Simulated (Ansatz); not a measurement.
Starting cell, Bi (A7 type, space group R-3m):

```yaml
crystal:
  lattice:
    - [2.26684, 1.30876, 3.88461]
    - [-2.26684, 1.30876, 3.88461]
    - [0.00000, -2.61752, 3.88461]
  atoms:
    - { symbol: Bi, position: [0.23720, 0.23720, 0.23720] }
    - { symbol: Bi, position: [0.76280, 0.76280, 0.76280] }
```

Scan: atom 1 (Bi, nearest neighbour Bi at 3.091 Å; its periodic images, 4.5 Å or more away, move with it) is displaced towards the nearest neighbour, direction (-0.733, 0.423, -0.532) in Cartesian axes, by s. The other atoms stay.

Calculation: PBE-D3(BJ) (plane waves to 420 eV, PAW, scalar-relativistic; Ansatz, a first-principles code). k mesh 10×10×10 (Γ-centred), Fermi-Dirac smearing 0.05 eV. E stands for the smeared free energy. With partly filled bands, energies and forces of such displacements shift with the k mesh and the smearing. Bi was relaxed with its symmetry unable to fall. Spin-orbit coupling is left out, though Bi is heavy. The PAW data are Ansatz's earlier set. ΔE is measured from the undisplaced structure. The last digit holds for this mesh only.

| s (Å) | ΔE (meV/cell) |
|---|---|
| -0.620 | 208.4 |
| -0.496 | 84.1 |
| -0.372 | 33.1 |
| -0.248 | 20.5 |
| -0.124 | 11.2 |
| 0.000 | 0.0 |
| 0.124 | 23.3 |
| 0.248 | 121.8 |
| 0.372 | 338.9 |
| 0.496 | 737.1 |
| 0.620 | withheld |

Fit a polynomial form (powers 2, 3, 4) to the given rows and predict ΔE at s = 0.620.

Least squares on the 10 given rows: ΔE = (824.2)·s² + (2691)·s³ + (3570)·s⁴, in meV/cell with s in Å; root-mean-square residual 9.60 meV/cell. At 0.620 the fit gives 1485.7 meV/cell; the calculation gives 1405.3 meV/cell, so the extrapolation is off by 80.4 (+5.7 %). The quadratic term alone would give 316.8 meV/cell.

(A displaced cell: forces are minus the slopes of the energy, force constants its curvatures, and phonons follow from these.)
